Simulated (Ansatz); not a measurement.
BaTiO3 (cubic perovskite), energy against volume

BaTiO3 (cubic perovskite)

```yaml
crystal:
  lattice:
    - [3.99442, 0.00000, 0.00000]
    - [0.00000, 3.99442, 0.00000]
    - [0.00000, 0.00000, 3.99442]
  atoms:
    - { symbol: Ba, position: [0.00000, 0.00000, 0.00000] }
    - { symbol: Ti, position: [0.50000, 0.50000, 0.50000] }
    - { symbol: O, position: [0.00000, 0.50000, 0.50000] }
    - { symbol: O, position: [0.50000, 0.50000, 0.00000] }
    - { symbol: O, position: [0.50000, 0.00000, 0.50000] }
```

Equation-of-state scan: isotropic scaling of the cell above, V₀ being its volume. Symmetry pins the atoms to their sites.

All values below come from r2SCAN (plane waves to 500 eV, PAW, scalar-relativistic; Ansatz, an electronic-structure program). k mesh 8×8×8 (Γ-centred), Fermi-Dirac smearing 0.05 eV. Energies are smeared free energies. Compression counts positive. BaTiO3 is run without spin polarisation. BaTiO3 was relaxed with its symmetry unable to fall. The PAW data are Ansatz's earlier set. This is a high-temperature form of BaTiO3. The zero of ΔE is the relaxed starting cell.

```
V (Å³/atom)  ΔE (meV/atom)  P (GPa)
-----------  -------------  -------
10.707               252.1     46.3
11.047               165.6     35.5
11.387               100.4     26.2
11.727                53.5     18.1
12.067                22.6     11.2
12.407                 5.4      5.2
12.746                 0.0      0.0
13.086                 4.9     -4.5
13.426                18.6     -8.4
13.766                40.0    -11.7
14.106                68.0    -14.6
14.446               101.7    -17.1
14.786               140.3    -19.2
```

What the scan shows:

* **Pressure at the smallest volume**: 46.3 GPa
* **Energy cost of the largest compression**: 252.1 meV/atom
* **Energy cost of the largest expansion**: 140.3 meV/atom
* **Bulk modulus B₀ (third-order Birch-Murnaghan fit)**: 180 GPa
* **Pressure derivative B₀′ (fit)**: 4.4
* **Equilibrium volume of the fit**: 12.75 Å³/atom
* **Pressure for 5 % compression (fit)**: 10.4 GPa

The 13 points together took around 4 core-minutes (rough).

(Under strain, the slope of the energy per volume gives the stress and its curvature an elastic modulus.)
